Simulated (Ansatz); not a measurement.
## Calculated Bi-209 NMR of the central transition for Bi2S3

Cell: a structure deposited in the COD (listed for 7.2 GPa), ions relaxed with PBE at fixed cell.

```cif
data_Bi2S3
_symmetry_space_group_name_H-M 'Pnma'
_symmetry_Int_Tables_number 62
_cell_length_a 10.7010
_cell_length_b 3.8655
_cell_length_c 10.5650
_cell_angle_alpha 90.000
_cell_angle_beta 90.000
_cell_angle_gamma 90.000
loop_
_atom_site_label
_atom_site_type_symbol
_atom_site_symmetry_multiplicity
_atom_site_Wyckoff_symbol
_atom_site_fract_x
_atom_site_fract_y
_atom_site_fract_z
Bi1 Bi 4 c 0.9926 0.2500 0.6773
Bi5 Bi 4 c 0.3225 0.2500 0.4718
S9 S 4 c 0.0516 0.2500 0.1287
S13 S 4 c 0.3751 0.2500 0.0590
S17 S 4 c 0.2231 0.2500 0.7968
```

One atom of each set is listed.

Method: Kohn–Sham DFT in Ansatz, PBE, plane waves and PAW, scalar-relativistic, 420 eV cutoff, Γ-centred 3×7×3 k-points, Fermi–Dirac smearing 0.02 eV.

Bi-209 has I = 9/2 and Q = -516.0 mb (Pyykkö 2018); at 23.5 T its Larmor frequency is ν₀ = 163.6 MHz (from the bare nuclear moment; shielding lowers the observed one by a per cent or two). Only the quadrupole interaction is simulated: positions count from each site's isotropic chemical shift, and shift anisotropy, dipolar and J coupling are left out.

Q: What does the Bi-209 spectrum (static powder) show for each site?

A: 

```csv
site,first shell,C_Q (MHz),η,P_Q (MHz),δ_QIS (ppm),breadth (kHz)
Bi1,7 S at 2.70–2.90 Å,43.0,0.01,43.0,-95.9,82.6
Bi5,7 S at 2.67–3.01 Å,119,0.23,120,-750,758
```

δ_QIS = −(ν_Q²/30ν₀²)[I(I+1) − 3/4](1 + η²/3) × 10⁶ ppm with ν_Q = 3|C_Q|/[2I(2I−1)]; it falls as 1/B₀² in ppm, and the breadth as 1/B₀ in kHz.

At this cell the PBE pressure is 10 GPa, so with PBE the cell would grow if it were relaxed. Spin–orbit coupling is left out, which shifts gradients on Bi by a few per cent in wide-gap crystals, and can shift them far more where the calculated gap is small or absent, as here. Newer work puts Q(²⁰⁹Bi) near −420 mb, which would lower these couplings by about a fifth.

The relaxation (6 steps) took 2 min of wall time (3.9 min of CPU time) and 1.3 GiB at its peak, on 2 threads of Arm Neoverse V2 (aarch64; 8 cores open to the job, memory cap 5.0 GiB, no GPU), a shared host with a load of 0.6 a core.
